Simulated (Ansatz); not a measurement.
# Profile along the O–Cd line in CdO (rock salt)

CdO (rock salt)

```
CELL_PARAMETERS angstrom
      0.00000     2.38417     2.38417
      2.38417     0.00000     2.38417
      2.38417     2.38417     0.00000
ATOMIC_POSITIONS crystal
  O  0.00000 0.00000 0.00000
  Cd 0.50000 0.50000 0.50000
```

Fields along a shortest O–Cd line of a {100} plane (2.38 Å), from O to Cd, interpolated on the slice's grid (step about 0.1 Å). These are PBE (plane waves to 420 eV, PAW, scalar-relativistic; Ansatz, an electronic-structure program) values and carry that method's errors. k mesh 12×12×12. Inside the PAW spheres the values are not all-electron values, and peaks at nuclei hang on which shells count as valence. CdO was relaxed with its symmetry unable to fall. The PAW data are Ansatz's earlier set.

```csv
distance from O (Å),valence electron density (e/Å³),electron localisation function
0.00,8.64,x
0.12,8.15,x
0.24,6.81,x
0.36,4.99,x
0.48,3.22,x
0.59,1.90,0.82
0.71,1.10,0.79
0.83,0.67,0.66
0.95,0.44,0.41
1.07,0.34,0.18
1.19,0.33,0.11
1.31,0.42,0.13
1.43,0.71,0.21
1.55,1.52,0.30
1.67,3.22,0.37
1.78,6.08,0.45
1.90,10.21,x
2.02,15.39,x
2.14,20.81,x
2.26,25.07,x
2.38,26.72,x
```

x: too close to a nucleus for the ELF to mean much.

Density on the O–Cd line (2.38 Å) at its density minimum, 1.1 Å from O: 0.32 e/Å³. ELF at that point: 0.1.
